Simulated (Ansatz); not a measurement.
# NiPt (R-3m): couplings from the magnetic force theorem

The source of the geometry is a structure from the Materials Project; atoms and cell stay fixed.

Functional, mesh and filling: PBEsol, 12×12×12 k mesh, Fermi–Dirac smearing of 0.05 eV. AE-PAW is all-electron PAW in Ansatz 0.2.0 on datasets made for the crystal. Site moments are integrated in spheres about the atoms.

The input and its command:

```yaml
crystal:
  lattice:
    - [1.3535998424, 0.7815012334, 4.2296453483]
    - [-1.3535998424, 0.7815012334, 4.2296453483]
    - [0.0, -1.5630024668, 4.2296453483]
  atoms:
    - { symbol: Ni, position: [0.0, 0.0, 0.0], spin: -0.8 }
    - { symbol: Pt, position: [0.5, 0.5, 0.5], spin: -0.2 }
magnetization:
  spin_polarized: true
kpoints:
  mp_grid: { grid: [12, 12, 12] }
  band_path:
    path:
      - [0.0, 0.0, 0.0]
      - [0.5, 0.5, 0.5]
      - [0.8105739669, 0.1894260331, 0.5]
      - [0.5, -0.1894260331, 0.1894260331]
      - [0.5, 0.0, 0.0]
      - [0.0, 0.0, 0.0]
      - [0.3447130166, -0.3447130166, 0.0]
      - [0.6552869834, 0.0, 0.3447130166]
      - [0.5, 0.0, 0.5]
    npoints: 8
scf:
  occupations: { method: fermi_dirac, width: 0.05 }
  lower_state_search: "off"
hamiltonian:
  xc: pbesol
  pseudopotentials: { kind: all_electron, datasets: crystal }
output:
  eigenvalues: false
  eigenstates:
    nscf_kmesh: { grid: [12, 12, 12] }
    top_band: c22
    exchange_couplings: { magnetic: [{ species: Ni }] }
```

Command: `ansatz run input.yaml --threads 2 --pin off --max-ram 5120MiB --backend cpu --events-out ev --progress --plain --runs-dir out`

Site moments (μB): Ni1 -0.78, Pt2 -0.22. Cell moment -0.96 μB.

Couplings come from the force theorem (directions of the magnetic atoms constrained, all else relaxed) on a 12×12×12 mesh, with E = −Σ J e_i·e_j over ordered pairs of unit vectors, so positive J favours parallel moments.

```csv
pair,count,J AE-PAW (meV),"J, frozen-core files (meV)"
Ni1–Ni at 2.71 Å,6,+5.75,+5.75
Ni1–Ni at 4.51 Å,6,+1.96,+1.93
Ni1–Ni at 4.69 Å,6,-0.34,-0.35
Ni1–Ni at 5.26 Å,6,+2.13,+2.13
Ni1–Ni at 5.41 Å,6,+1.47,+1.48
Ni1–Ni at 5.92 Å,12,+0.11,+0.11
Ni1–Ni at 7.05 Å,12,+0.12,+0.12
Ni1–Ni at 7.16 Å,12,-0.12,-0.12
Ni1–Ni at 7.55 Å,6,+0.08,+0.08
Ni1–Ni at 8.02 Å,12,+0.05,+0.05
Ni1–Ni at 8.12 Å,6,+0.11,+0.11
Ni1–Ni at 8.60 Å,6,+0.14,+0.14
Ni1–Ni at 8.89 Å,6,+0.01,+0.01
Ni1–Ni at 9.02 Å,6,+0.15,+0.15
Ni1–Ni at 9.29 Å,12,+0.03,+0.03
Ni1–Ni at 9.38 Å,6,-0.01,-0.01
```

Problem. What ordering temperature follows for classical moments?

Solution. 527 K in mean field, and 431 K by Tyablikov's decoupling, from all shells, not only those listed. Mean field overestimates it as a rule, and the couplings show only that this order is stable against small turns, not that no other order lies lower.

The couplings come from one mesh, and their convergence in k wasn't tested.

The Ansatz runs typed with the search for lower states off end where their start leads. Spin–orbit coupling is left out although heavy atoms are present. The program couldn't verify every level among the many empty bands that the force theorem sums over. The magnetic state is the one that this cell and start allow. It needn't be the compound's measured order, which may need a larger cell or be absent.
